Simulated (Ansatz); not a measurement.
HfO2 (baddeleyite type, space group P2_1/c)

```cif
data_Hf4O8
_chemical_formula_sum 'Hf4 O8'
_space_group_name_H-M_alt 'P21/c'
_space_group_IT_number 14
_space_group_name_Hall '-P 2ybc'
_cell_length_a 5.16167
_cell_length_b 5.21254
_cell_length_c 5.35283
_cell_angle_alpha 90.000
_cell_angle_beta 99.656
_cell_angle_gamma 90.000
loop_
_atom_site_label
_atom_site_type_symbol
_atom_site_symmetry_multiplicity
_atom_site_Wyckoff_symbol
_atom_site_fract_x
_atom_site_fract_y
_atom_site_fract_z
_atom_site_occupancy
Hf1 Hf 4 e 0.27573 0.04291 0.20837 1
O1 O 4 e 0.06716 0.32866 0.34845 1
O2 O 4 e 0.55083 0.25722 0.02334 1
```

E(V) scan at fixed shape, V₀ the volume above. The atoms relax within the cell's symmetry.

Calculation: PBE (plane waves to 420 eV, PAW, scalar-relativistic; Ansatz, a program for electronic structure). k mesh 5×5×5 (Γ-centred), Fermi-Dirac smearing 0.05 eV. Energies are smeared free energies. Compression counts positive. The relaxing atoms change the space group within the scan (C2/c at V/V₀ = 1.160), so nothing is fitted. HfO2 is run without spin polarisation. HfO2 was relaxed with its symmetry unable to fall. Spin-orbit coupling is left out, though Hf is heavy. The PAW data are Ansatz's earlier set. ΔE is measured from the relaxed starting cell.

The scan covers V/V₀ from 0.840 to 1.160 in 11 points.

**Question.** What is ΔE at V/V₀ = 1.160?

**Answer.** 106.2 meV/atom.

**Question.** What pressure does the cell carry at V/V₀ = 0.840?

**Answer.** 42.2 GPa.

**Question.** What is ΔE at V/V₀ = 0.840?

**Answer.** 225.3 meV/atom.

(A scan under strain: stresses follow from slopes of the energy per volume, elastic moduli from its curvatures.)
